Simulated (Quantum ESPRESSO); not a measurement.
Simulation results for Si$_{2}$Ge$_{5}$C (made-up cell), CaMg$_{2}$ZnO$_{4}$ (made-up cell), CaMgZn$_{2}$O$_{4}$ (made-up cell), SiGe$_{6}$P (made-up cell)

All values are calculated (Quantum ESPRESSO 7.5). Calculation on a made-up crystal cell, not a measurement: periodic Kohn-Sham density functional theory in plane waves with PseudoDojo standard norm-conserving scalar-relativistic pseudopotentials, each functional with its own files (v0.5 for PBE, v0.4.1 for LDA and PBEsol), no spin polarisation, no spin-orbit coupling, atoms not relaxed, stress positive in tension, energies less a fixed whole-eV offset for each atom's element; levels are Kohn-Sham levels at fractions of this cell's reciprocal vectors, counted from the reference band (half the neutral cell's valence electrons, rounded up) at Gamma; error bars cover cutoff and k-mesh only, not smearing or the files; added strain carries the atoms with the cell, and shear is the tensor component; each bar is the largest change over components, and at least 0.002 eV, 0.002 eV per angstrom or 0.02 GPa; energies are for the whole cell, and the offsets were chosen from early runs and are not element reference energies.

Settings shared by all entries: functional pbe; scf tolerance 1e-07 eV; electrons removed 0.

(1) Si$_{2}$Ge$_{5}$C (made-up cell)

```cif
# cell vector a (Å): 5.6752 0.0515 -0.0167
# cell vector b (Å): 0.0515 5.8208 -0.0148
# cell vector c (Å): -0.0167 -0.0148 5.6238
data_Si2Ge5C
_symmetry_space_group_name_H-M 'P 1'
_symmetry_Int_Tables_number 1
_cell_length_a 5.6755
_cell_length_b 5.8210
_cell_length_c 5.6238
_cell_angle_alpha 90.298
_cell_angle_beta 90.340
_cell_angle_gamma 88.973
_cell_volume 185.76
loop_
_atom_site_label
_atom_site_type_symbol
_atom_site_fract_x
_atom_site_fract_y
_atom_site_fract_z
_atom_site_occupancy
Ge1 Ge 0.01397 0.02227 0.99722 1
Ge2 Ge 0.01273 0.48729 0.49823 1
Ge3 Ge 0.49129 0.98794 0.48702 1
C1 C 0.50545 0.49255 0.02428 1
Ge4 Ge 0.24676 0.24683 0.24033 1
Ge5 Ge 0.25176 0.74015 0.73126 1
Si1 Si 0.76154 0.24563 0.74968 1
Si2 Si 0.73832 0.73180 0.25751 1
```

- lattice type: zincblende/diamond
- cutoff: 1116 eV
- fermi dirac smearing: 0.1 eV
- k mesh: 6 x 6 x 6, shifted by half a step
- free energy less offsets: 1.021 eV
- smearing term minus ts: -0.02237 eV
- scf iterations: 11
- pressure: -5.91 GPa
- stress xx: 5.575 GPa
- stress yy: 7.289 GPa
- stress zz: 4.867 GPa
- stress yz: -0.7752 GPa
- stress xz: -1.02 GPa
- stress xy: 1.407 GPa
- fermi level: -0.07296 eV
- reference band: 41
- error bar energy: 0.002 eV
- error bar stress: 0.02512 GPa
- error bar force: 0.007383 eV/Å
- error bar next band up: 0.002 eV
- error bar fermi level: 0.01976 eV
- error bars from: tighter rerun of a related cell

Atoms:
| atoms element | atom site | atom energy offset (eV) |
| --- | --- | --- |
| Ge | 1 | -2430 |
| Ge | 2 | -2430 |
| Ge | 3 | -2430 |
| C | 4 | -163 |
| Ge | 5 | -2430 |
| Ge | 6 | -2430 |
| Si | 7 | -115 |
| Si | 8 | -115 |

Forces:
| site | x (eV/Å) | y (eV/Å) | z (eV/Å) |
| --- | --- | --- | --- |
| 1 | -1.333 | -2.311 | -0.5672 |
| 2 | -1.404 | 0.1692 | 0.0507 |
| 3 | 1.001 | 0.5186 | 0.5381 |
| 4 | 0.4708 | 0.191 | -0.4647 |
| 5 | 2.319 | 1.587 | -0.4816 |
| 6 | 0.8891 | -0.2687 | 2.216 |
| 7 | -1.676 | 0.9106 | 0.5527 |
| 8 | -0.2679 | -0.7964 | -1.844 |

Levels:
| level k point | next band up (eV) |
| --- | --- |
| Gamma | 0.1097 |
| (1/2,1/2,1/2) | -0.4533 |
| (0.15,0,0) | 0.2607 |
| (0,0.15,0) | 0.2429 |
| (0,0,0.15) | 0.2116 |

(2) CaMg$_{2}$ZnO$_{4}$ (made-up cell)

```cif
# cell vector a (Å): 4.3764 0.0000 0.0000
# cell vector b (Å): 0.0000 4.3764 0.0000
# cell vector c (Å): 0.0000 0.0000 4.3764
data_CaMg2ZnO4
_symmetry_space_group_name_H-M 'P 1'
_symmetry_Int_Tables_number 1
_cell_length_a 4.3764
_cell_length_b 4.3764
_cell_length_c 4.3764
_cell_angle_alpha 90.000
_cell_angle_beta 90.000
_cell_angle_gamma 90.000
_cell_volume 83.82
loop_
_atom_site_label
_atom_site_type_symbol
_atom_site_fract_x
_atom_site_fract_y
_atom_site_fract_z
_atom_site_occupancy
Mg1 Mg 0.98949 0.01801 0.00343 1
Zn1 Zn 0.98743 0.48460 0.51588 1
Ca1 Ca 0.51951 0.00219 0.49854 1
Mg2 Mg 0.50329 0.50528 0.01460 1
O1 O 0.46972 0.01695 0.99360 1
O2 O 0.52075 0.49559 0.49015 1
O3 O 0.00898 0.00414 0.50078 1
O4 O 0.02141 0.50174 0.98958 1
```

- lattice type: rocksalt
- cutoff: 1143 eV
- fermi dirac smearing: 0.025 eV
- k mesh: 4 x 4 x 4, shifted by half a step
- pressure: 9.109 GPa
- stress xx: -9.493 GPa
- stress yy: -8.968 GPa
- stress zz: -8.867 GPa
- stress yz: -0.03751 GPa
- stress xz: -0.02929 GPa
- stress xy: -0.05695 GPa
- error bar stress: 0.04766 GPa
- error bar force: 0.003847 eV/Å
- error bars from: tighter rerun of a related cell

Atoms:
| atoms element | atom site |
| --- | --- |
| Mg | 1 |
| Zn | 2 |
| Ca | 3 |
| Mg | 4 |
| O | 5 |
| O | 6 |
| O | 7 |
| O | 8 |

Forces:
| site | x (eV/Å) | y (eV/Å) | z (eV/Å) |
| --- | --- | --- | --- |
| 1 | 0.7789 | -0.406 | -0.1068 |
| 2 | 0.6387 | 0.4058 | -0.2032 |
| 3 | -1.272 | -0.5059 | 0.008653 |
| 4 | -0.3976 | 0.03436 | -0.4386 |
| 5 | 1.151 | -0.3122 | 0.4211 |
| 6 | -0.1348 | 0.5893 | 0.1145 |
| 7 | 0.1197 | -0.0609 | -0.1332 |
| 8 | -0.884 | 0.2555 | 0.3375 |

(3) CaMgZn$_{2}$O$_{4}$ (made-up cell)

```cif
# cell vector a (Å): 4.3764 0.0000 0.0000
# cell vector b (Å): 0.0000 4.3764 0.0000
# cell vector c (Å): 0.0000 0.0000 4.3764
data_CaMgZn2O4
_symmetry_space_group_name_H-M 'P 1'
_symmetry_Int_Tables_number 1
_cell_length_a 4.3764
_cell_length_b 4.3764
_cell_length_c 4.3764
_cell_angle_alpha 90.000
_cell_angle_beta 90.000
_cell_angle_gamma 90.000
_cell_volume 83.82
loop_
_atom_site_label
_atom_site_type_symbol
_atom_site_fract_x
_atom_site_fract_y
_atom_site_fract_z
_atom_site_occupancy
Mg1 Mg 0.98949 0.01801 0.00343 1
Zn1 Zn 0.98743 0.48460 0.51588 1
Ca1 Ca 0.51951 0.00219 0.49854 1
Zn2 Zn 0.50329 0.50528 0.01460 1
O1 O 0.46972 0.01695 0.99360 1
O2 O 0.52075 0.49559 0.49015 1
O3 O 0.00898 0.00414 0.50078 1
O4 O 0.02141 0.50174 0.98958 1
```

- lattice type: rocksalt
- cutoff: 1143 eV
- fermi dirac smearing: 0.025 eV
- k mesh: 4 x 4 x 4, shifted by half a step
- pressure: 10.37 GPa
- stress xx: -11.19 GPa
- stress yy: -9.861 GPa
- stress zz: -10.07 GPa
- stress yz: -0.06646 GPa
- stress xz: -0.08771 GPa
- stress xy: -0.06084 GPa
- error bar stress: 0.04766 GPa
- error bar force: 0.003847 eV/Å
- error bars from: tighter rerun of a related cell

Atoms:
| atoms element | atom site |
| --- | --- |
| Mg | 1 |
| Zn | 2 |
| Ca | 3 |
| Zn | 4 |
| O | 5 |
| O | 6 |
| O | 7 |
| O | 8 |

Forces:
| site | x (eV/Å) | y (eV/Å) | z (eV/Å) |
| --- | --- | --- | --- |
| 1 | 0.671 | -0.4211 | -0.09569 |
| 2 | 0.6298 | 0.4034 | -0.2014 |
| 3 | -1.263 | -0.5662 | -0.03407 |
| 4 | -0.2833 | 0.0788 | -0.2382 |
| 5 | 0.9835 | -0.2784 | 0.3532 |
| 6 | -0.1366 | 0.5799 | 0.06426 |
| 7 | 0.1243 | -0.05108 | -0.1308 |
| 8 | -0.7257 | 0.2547 | 0.2827 |

(4) SiGe$_{6}$P (made-up cell)

```cif
# cell vector a (Å): 5.8824 0.0000 0.0000
# cell vector b (Å): 0.0000 5.8824 0.0000
# cell vector c (Å): 0.0000 0.0000 5.8824
data_SiGe6P
_symmetry_space_group_name_H-M 'P 1'
_symmetry_Int_Tables_number 1
_cell_length_a 5.8824
_cell_length_b 5.8824
_cell_length_c 5.8824
_cell_angle_alpha 90.000
_cell_angle_beta 90.000
_cell_angle_gamma 90.000
_cell_volume 203.55
loop_
_atom_site_label
_atom_site_type_symbol
_atom_site_fract_x
_atom_site_fract_y
_atom_site_fract_z
_atom_site_occupancy
Ge1 Ge 0.00212 0.99017 0.01120 1
Ge2 Ge 0.98786 0.50903 0.48176 1
P1 P 0.50554 0.99249 0.49510 1
Ge3 Ge 0.50233 0.50219 0.99567 1
Si1 Si 0.24446 0.23885 0.24184 1
Ge4 Ge 0.25121 0.74230 0.76018 1
Ge5 Ge 0.72521 0.24356 0.75675 1
Ge6 Ge 0.74517 0.75083 0.26164 1
```

* lattice type: zincblende/diamond
* cutoff: 1061 eV
* fermi dirac smearing: 0.1 eV
* k mesh: 6 x 6 x 6, shifted by half a step
* free energy less offsets: -1.681 eV
* smearing term minus ts: -0.07853 eV
* scf iterations: 10
* pressure: -3.61 GPa
* stress xx: 3.742 GPa
* stress yy: 3.527 GPa
* stress zz: 3.56 GPa
* stress yz: -0.5717 GPa
* stress xz: -0.3854 GPa
* stress xy: 1.461 GPa
* fermi level: 0.4816 eV
* reference band: 47
* error bar energy: 0.002876 eV
* error bar stress: 0.02931 GPa
* error bar force: 0.008089 eV/Å
* error bar next band up: 0.002 eV
* error bar fermi level: 0.01976 eV
* error bars from: tighter rerun of a related cell

Atoms:
| atoms element | atom site | atom energy offset (eV) |
| --- | --- | --- |
| Ge | 1 | -2430 |
| Ge | 2 | -2430 |
| P | 3 | -189 |
| Ge | 4 | -2430 |
| Si | 5 | -115 |
| Ge | 6 | -2430 |
| Ge | 7 | -2430 |
| Ge | 8 | -2430 |

Forces:
| site | x (eV/Å) | y (eV/Å) | z (eV/Å) |
| --- | --- | --- | --- |
| 1 | -0.3062 | 0.3758 | -0.3619 |
| 2 | 0.8268 | -1.351 | 1.107 |
| 3 | -0.9325 | 0.4317 | 0.1816 |
| 4 | -0.51 | -0.3995 | 0.9412 |
| 5 | 0.3681 | 0.5577 | 0.4149 |
| 6 | -0.3784 | 0.2325 | -0.834 |
| 7 | 1.261 | -0.1513 | -0.6239 |
| 8 | -0.3289 | 0.3041 | -0.8252 |

Levels:
| level k point | next band up (eV) |
| --- | --- |
| Gamma | 0.3865 |
| (1/2,1/2,1/2) | -0.3351 |
| (0.15,0,0) | 0.6461 |
| (0,0.15,0) | 0.6199 |
| (0,0,0.15) | 0.5946 |

(5) SiGe$_{6}$P (made-up cell)

```cif
# cell vector a (Å): 5.8824 0.0000 0.0000
# cell vector b (Å): 0.0000 5.8824 0.0000
# cell vector c (Å): 0.0000 0.0000 5.8824
data_SiGe6P
_symmetry_space_group_name_H-M 'P 1'
_symmetry_Int_Tables_number 1
_cell_length_a 5.8824
_cell_length_b 5.8824
_cell_length_c 5.8824
_cell_angle_alpha 90.000
_cell_angle_beta 90.000
_cell_angle_gamma 90.000
_cell_volume 203.55
loop_
_atom_site_label
_atom_site_type_symbol
_atom_site_fract_x
_atom_site_fract_y
_atom_site_fract_z
_atom_site_occupancy
Ge1 Ge 0.00212 0.99017 0.01120 1
Ge2 Ge 0.98786 0.50903 0.48176 1
P1 P 0.50554 0.99249 0.49510 1
Ge3 Ge 0.50233 0.50219 0.99567 1
Ge4 Ge 0.24446 0.23885 0.24184 1
Si1 Si 0.25121 0.74230 0.76018 1
Ge5 Ge 0.72521 0.24356 0.75675 1
Ge6 Ge 0.74517 0.75083 0.26164 1
```

- lattice type: zincblende/diamond
- cutoff: 1061 eV
- fermi dirac smearing: 0.1 eV
- k mesh: 6 x 6 x 6, shifted by half a step

Atoms:
| atoms element | atom site | atom energy offset (eV) |
| --- | --- | --- |
| Ge | 1 | -2430 |
| Ge | 2 | -2430 |
| P | 3 | -189 |
| Ge | 4 | -2430 |
| Ge | 5 | -2430 |
| Si | 6 | -115 |
| Ge | 7 | -2430 |
| Ge | 8 | -2430 |

(6) SiGe$_{6}$P (made-up cell)

```cif
# cell vector a (Å): 5.8824 0.0000 0.0000
# cell vector b (Å): 0.0000 5.8824 0.0000
# cell vector c (Å): 0.0000 0.0000 5.8824
data_SiGe6P
_symmetry_space_group_name_H-M 'P 1'
_symmetry_Int_Tables_number 1
_cell_length_a 5.8824
_cell_length_b 5.8824
_cell_length_c 5.8824
_cell_angle_alpha 90.000
_cell_angle_beta 90.000
_cell_angle_gamma 90.000
_cell_volume 203.55
loop_
_atom_site_label
_atom_site_type_symbol
_atom_site_fract_x
_atom_site_fract_y
_atom_site_fract_z
_atom_site_occupancy
Ge1 Ge 0.00212 0.99017 0.01120 1
Ge2 Ge 0.98786 0.50903 0.48176 1
P1 P 0.50554 0.99249 0.49510 1
Ge3 Ge 0.50233 0.50219 0.99567 1
Ge4 Ge 0.24446 0.23885 0.24184 1
Ge5 Ge 0.25121 0.74230 0.76018 1
Si1 Si 0.72521 0.24356 0.75675 1
Ge6 Ge 0.74517 0.75083 0.26164 1
```

- lattice type: zincblende/diamond
- cutoff: 1061 eV
- fermi dirac smearing: 0.1 eV
- k mesh: 6 x 6 x 6, shifted by half a step

Atoms:
| atoms element | atom site | atom energy offset (eV) |
| --- | --- | --- |
| Ge | 1 | -2430 |
| Ge | 2 | -2430 |
| P | 3 | -189 |
| Ge | 4 | -2430 |
| Ge | 5 | -2430 |
| Ge | 6 | -2430 |
| Si | 7 | -115 |
| Ge | 8 | -2430 |

To be estimated
1. SiGe$_{6}$P (made-up cell) (entry 5): pressure?
2. What stress zz does the calculation give for SiGe$_{6}$P (made-up cell) (entry 5)?
3. What stress yz does the calculation give for SiGe$_{6}$P (made-up cell) (entry 6)?
4. What stress zz does the calculation give for SiGe$_{6}$P (made-up cell) (entry 6)?
5. SiGe$_{6}$P (made-up cell) (entry 6): stress xy?
6. Give the table of forces values for SiGe$_{6}$P (made-up cell) (entry 6).

Answers
1. -3.607 GPa
2. 3.719 GPa
3. -0.2633 GPa
4. 3.689 GPa
5. 1.389 GPa
6. 
Forces:
| site | x (eV/Å) | y (eV/Å) | z (eV/Å) |
| --- | --- | --- | --- |
| 1 | -0.798 | 0.2428 | -0.8096 |
| 2 | 0.4703 | -1.284 | 1.435 |
| 3 | -0.4124 | 0.5126 | 0.7682 |
| 4 | -0.05735 | -0.5048 | 0.4542 |
| 5 | 0.4088 | 0.6918 | 0.4562 |
| 6 | -0.3621 | 0.2269 | -0.833 |
| 7 | 1.054 | -0.1838 | -0.6693 |
| 8 | -0.3036 | 0.299 | -0.8018 |

Further results for SiGe$_{6}$P (made-up cell) (entry 5):

- free energy less offsets: -1.678 eV
- smearing term minus ts: -0.07863 eV
- scf iterations: 10
- stress xx: 3.76 GPa
- stress yy: 3.342 GPa
- stress yz: -0.674 GPa
- stress xz: -0.5291 GPa
- stress xy: 1.307 GPa
- fermi level: 0.4483 eV
- reference band: 47
- error bar energy: 0.002876 eV
- error bar stress: 0.02931 GPa
- error bar force: 0.008089 eV/Å
- error bar next band up: 0.002 eV
- error bar fermi level: 0.01976 eV
- error bars from: tighter rerun of a related cell

Forces:
| site | x (eV/Å) | y (eV/Å) | z (eV/Å) |
| --- | --- | --- | --- |
| 1 | -0.3634 | -0.1432 | -0.8782 |
| 2 | 0.8127 | -0.9688 | 1.481 |
| 3 | -0.9085 | -0.02776 | 0.6672 |
| 4 | -0.5999 | 0.0934 | 0.4721 |
| 5 | 0.4018 | 0.6732 | 0.4541 |
| 6 | -0.2711 | 0.2469 | -0.7711 |
| 7 | 1.258 | -0.1652 | -0.6262 |
| 8 | -0.3294 | 0.2914 | -0.7988 |

Levels:
| level k point | next band up (eV) |
| --- | --- |
| Gamma | 0.3642 |
| (1/2,1/2,1/2) | -0.2402 |
| (0.15,0,0) | 0.6119 |
| (0,0.15,0) | 0.6261 |
| (0,0,0.15) | 0.5477 |

Further results for SiGe$_{6}$P (made-up cell) (entry 6):

* free energy less offsets: -1.671 eV
* smearing term minus ts: -0.07772 eV
* scf iterations: 10
* pressure: -3.593 GPa
* stress xx: 3.613 GPa
* stress yy: 3.477 GPa
* stress xz: -0.4638 GPa
* fermi level: 0.4848 eV
* reference band: 47
* error bar energy: 0.002876 eV
* error bar stress: 0.02931 GPa
* error bar force: 0.008089 eV/Å
* error bar next band up: 0.002 eV
* error bar fermi level: 0.01976 eV
* error bars from: tighter rerun of this cell

Levels:
| level k point | next band up (eV) |
| --- | --- |
| Gamma | 0.4515 |
| (1/2,1/2,1/2) | -0.3105 |
| (0.15,0,0) | 0.6763 |
| (0,0.15,0) | 0.6444 |
| (0,0,0.15) | 0.6181 |
